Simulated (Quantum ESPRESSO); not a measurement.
## SiGa2ZnN4 (input and log of a self-consistent run)

Computed values, not a measurement. The program is pw.x of Quantum ESPRESSO 7.5 (plane-wave density functional theory). The cell is made up: 8 atoms on a wurtzite lattice, with randomly drawn elements, strain and displacements, not relaxed. PseudoDojo standard norm-conserving files (v0.5 for PBE, v0.4.1 for LDA and PBEsol) set the functional; there is no spin polarisation, spin-orbit coupling or dispersion term, and the masses in the input are unused placeholders.

Input:

```
&control calculation='scf', pseudo_dir='./dojo.nc.sr.pbe.v0_5.standard.upf', outdir='./o', disk_io='medium', tprnfor=.true., tstress=.true. /
&system ibrav=0, nat=8, ntyp=4, nbnd=41, ecutwfc=84.00895049, nosym=.true., tot_charge=0,
 occupations='smearing', smearing='fd', degauss=0.0018374661
/
&electrons conv_thr=7.350e-09, electron_maxstep=60, /
ATOMIC_SPECIES
Ga 1.0 Ga.upf
N 1.0 N.upf
Si 1.0 Si.upf
Zn 1.0 Zn.upf
CELL_PARAMETERS angstrom
3.1942 -0.0779 0.0479
-0.1325 5.4229 0.0625
0.0769 0.0573 5.0465
ATOMIC_POSITIONS angstrom
Si 0.0441 -0.0189 -0.0281
Ga 1.5659 2.7023 0.0631
Zn 1.6335 0.8826 2.6093
Ga 0.0016 3.6089 2.5912
N 0.0491 0.018 1.8799
N 1.5779 2.7075 1.9803
N 1.5835 0.9 4.3844
N 0.0062 3.6879 4.4444
K_POINTS automatic
6 4 4 1 1 1
```

The log is shortened where brackets say so; the opening notice, blank lines, dates and the lines on written files are dropped, and the path of the files is cut. It prints rydbergs, bohrs and kilobars, and counts compression as positive stress.

```
     Program PWSCF v.7.5
     Parallel version (MPI & OpenMP), running on       1 processor cores
     Number of MPI processes:                 1
     Threads/MPI process:                     1
     [start-up lines left out]
     bravais-lattice index     =            0
     lattice parameter (alat)  =       6.0386  a.u.
     unit-cell volume          =     589.3345 (a.u.)^3
     number of atoms/cell      =            8
     number of atomic types    =            4
     number of electrons       =        70.00
     number of Kohn-Sham states=           41
     kinetic-energy cutoff     =      84.0090  Ry
     charge density cutoff     =     336.0358  Ry
     scf convergence threshold =      7.3E-09
     mixing beta               =       0.7000
     number of iterations used =            8  plain     mixing
     Exchange-correlation= PBE
                           (   1   4   3   4   0   0   0)
     [axes and pseudopotential details left out]
   Cartesian axes
     site n.     atom                  positions (alat units)
         1        Si     tau(   1) = (   0.0138006  -0.0059146  -0.0087936  )
         2        Ga     tau(   2) = (   0.4900315   0.8456556   0.0197465  )
         3        Zn     tau(   3) = (   0.5111862   0.2762001   0.8165523  )
         4        Ga     tau(   4) = (   0.0005007   1.1293663   0.8108881  )
         5        N      tau(   5) = (   0.0153653   0.0056329   0.5882944  )
         6        N      tau(   6) = (   0.4937868   0.8472829   0.6197135  )
         7        N      tau(   7) = (   0.4955392   0.2816453   1.3720507  )
         8        N      tau(   8) = (   0.0019402   1.1540885   1.3908270  )
     number of k points=    48  Fermi-Dirac smearing, width (Ry)=  0.0018
                       cart. coord. in units 2pi/alat
        k(    1) = (   0.0840373   0.0748234   0.0770215), wk =   0.0416667
        k(    2) = (   0.0816165   0.0729391   0.2353830), wk =   0.0416667
     [further k points left out]
     Dense  grid:    61347 G-vectors     FFT dimensions: (  36,  60,  60)
     Estimated max dynamical RAM per process >      82.41 MB
     Initial potential from superposition of free atoms
     starting charge      69.9939, renormalised to      70.0000
     Starting wfcs are   48 randomized atomic wfcs
     total cpu time spent up to now is        7.0 secs
     per-process dynamical memory:    52.7 Mb
     Self-consistent Calculation
     iteration #  1     ecut=    84.01 Ry     beta= 0.70
     Davidson diagonalization with overlap
     ethr =  1.00E-02,  avg # of iterations =  3.1
     total cpu time spent up to now is       23.9 secs
     total energy              =    -814.64119945 Ry
     estimated scf accuracy    <       2.10594813 Ry
     iteration #  2     ecut=    84.01 Ry     beta= 0.70
     Davidson diagonalization with overlap
     ethr =  3.01E-03,  avg # of iterations =  3.8
     total cpu time spent up to now is       42.4 secs
     total energy              =    -815.15244341 Ry
     estimated scf accuracy    <       2.29243145 Ry
     iteration #  3     ecut=    84.01 Ry     beta= 0.70
     Davidson diagonalization with overlap
     ethr =  3.01E-03,  avg # of iterations =  2.0
     total cpu time spent up to now is       61.2 secs
     total energy              =    -815.58101808 Ry
     estimated scf accuracy    <       0.09430914 Ry
     iteration #  4     ecut=    84.01 Ry     beta= 0.70
     Davidson diagonalization with overlap
     ethr =  1.35E-04,  avg # of iterations =  4.8
     total cpu time spent up to now is       78.3 secs
     total energy              =    -815.60348427 Ry
     estimated scf accuracy    <       0.00635152 Ry
     iteration #  5     ecut=    84.01 Ry     beta= 0.70
     Davidson diagonalization with overlap
     ethr =  9.07E-06,  avg # of iterations =  6.6
     total cpu time spent up to now is       97.9 secs
     total energy              =    -815.60454397 Ry
     estimated scf accuracy    <       0.00227893 Ry
     [iterations 6 to 7 left out]
     iteration #  8     ecut=    84.01 Ry     beta= 0.70
     Davidson diagonalization with overlap
     ethr =  1.06E-07,  avg # of iterations =  2.3
     total cpu time spent up to now is      151.2 secs
     total energy              =    -815.60503077 Ry
     estimated scf accuracy    <       0.00000956 Ry
     iteration #  9     ecut=    84.01 Ry     beta= 0.70
     Davidson diagonalization with overlap
     ethr =  1.37E-08,  avg # of iterations =  2.9
     total cpu time spent up to now is      167.2 secs
     total energy              =    -815.60503308 Ry
     estimated scf accuracy    <       0.00000253 Ry
     iteration # 10     ecut=    84.01 Ry     beta= 0.70
     Davidson diagonalization with overlap
     ethr =  3.62E-09,  avg # of iterations =  2.0
     total cpu time spent up to now is      185.4 secs
     total energy              =    -815.60503317 Ry
     estimated scf accuracy    <       0.00000070 Ry
     iteration # 11     ecut=    84.01 Ry     beta= 0.70
     Davidson diagonalization with overlap
     ethr =  1.00E-09,  avg # of iterations =  2.1
     total cpu time spent up to now is      199.5 secs
     total energy              =    -815.60503326 Ry
     estimated scf accuracy    <       0.00000008 Ry
     iteration # 12     ecut=    84.01 Ry     beta= 0.70
     Davidson diagonalization with overlap
     ethr =  1.17E-10,  avg # of iterations =  2.0
     total cpu time spent up to now is      213.3 secs
     End of self-consistent calculation
     [lines on levels left out]
!    total energy              =    -815.60503328 Ry
     estimated scf accuracy    <          6.3E-09 Ry
     smearing contrib. (-TS)   =      -0.00000000 Ry
     internal energy E=F+TS    =    -815.60503328 Ry
     The total energy is F=E-TS. E is the sum of the following terms:
     one-electron contribution =    -471.10826697 Ry
     hartree contribution      =     286.15070059 Ry
     xc contribution           =    -156.83189702 Ry
     ewald contribution        =    -473.81556989 Ry
     convergence has been achieved in  12 iterations
     Forces acting on atoms (cartesian axes, Ry/au):
     atom    1 type  3   force =    -0.01518328   -0.00784692    0.10416339
     atom    2 type  1   force =    -0.03386395   -0.02641413    0.05283206
     atom    3 type  4   force =     0.01493601   -0.01531176   -0.14052475
     atom    4 type  1   force =    -0.00573546    0.01569786   -0.10063435
     atom    5 type  2   force =    -0.01486547   -0.03011896   -0.15015587
     atom    6 type  2   force =     0.00033684    0.02973957   -0.02075671
     atom    7 type  2   force =     0.02787608   -0.05693864    0.19076612
     atom    8 type  2   force =     0.02649922    0.09119298    0.06431011
     Total force =     0.353475     Total SCF correction =     0.000405
     Computing stress (Cartesian axis) and pressure
          total   stress  (Ry/bohr**3)                   (kbar)     P=       74.45
   0.00011120   0.00045217  -0.00026829           16.36       66.52      -39.47
   0.00045217   0.00032892  -0.00016878           66.52       48.39      -24.83
  -0.00026829  -0.00016878   0.00107817          -39.47      -24.83      158.60
     init_run     :      6.39s CPU      6.87s WALL (       1 calls)
     electrons    :    182.04s CPU    206.37s WALL (       1 calls)
     forces       :      2.00s CPU      2.02s WALL (       1 calls)
     stress       :      8.35s CPU      8.40s WALL (       1 calls)
     [timing details left out]
     PWSCF        :   3m19.26s CPU   3m45.37s WALL
     JOB DONE.
```

In other units: free energy -11096.872 eV for the cell, pressure 7.44 GPa, largest force component 4.905 eV/Å. A rerun of the same cell at another strain at 1437 eV and a 8 x 6 x 6 mesh moved values by no more than 0.002 eV in energy, 0.04 GPa in stress and 0.002 eV/Å in force.